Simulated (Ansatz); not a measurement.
The start is a relaxed Be cell displaced along its unstable phonon at q = (½, 0, 0) of its primitive reciprocal cell (64i cm⁻¹), largest move 0.15 Å. A full variable-cell relaxation at zero pressure is run with r2SCAN (plane waves to 500 eV, PAW, scalar-relativistic; Ansatz, an electronic-structure program). The first steps use a coarse 9×18×18 k-mesh.

Initial structure:
```
CELL_PARAMETERS angstrom
     -2.49961     2.49961     2.49961
      1.24981    -1.24981     1.24981
      1.24981     1.24981    -1.24981
ATOMIC_POSITIONS crystal
  Be 0.00000 0.95757 0.04243
  Be 0.50000 0.04243 0.95757
```

Q: How much energy is released per atom?

A: 0.10 eV/atom.

Q: Is the parent structure recovered?

A: It does not go back: it reaches P6₃/mmc (No. 194), hcp (Mg type), 0.10 eV/atom below the parent.

Q: How do the shortest distances between atoms change?

A: The closest pairs of elements (up to four, under 3.6 Å), start → end: Be–Be 2.16 → 2.21 Å.

Q: Is the relaxed structure metallic? Give its gap.

A: Zero (metallic).

Q: Give the final cell and atomic positions.

A: 
Space group P6₃/mmc (No. 194); a = b = 2.2631 Å, c = 3.5631 Å, α = β = 90.00°, γ = 120.00°

| atom | site | symmetry | x | y | z |
|---|---|---|---|---|---|
| Be | 2c | -6m2 | 0.3333 | 0.6667 | 0.2500 |

Final values are on a 23×23×13 k-mesh of the relaxed cell. No spin polarisation in the result.

The run could not lose the symmetry of its start.

Of the parent cell (Im-3m (No. 229)): it is a generated cell of Be: the first start was made by placing the elements on the sites of a structure type, and the end was not matched to a known phase here, so it may be hypothetical. Known forms of Be include space group No. 194.
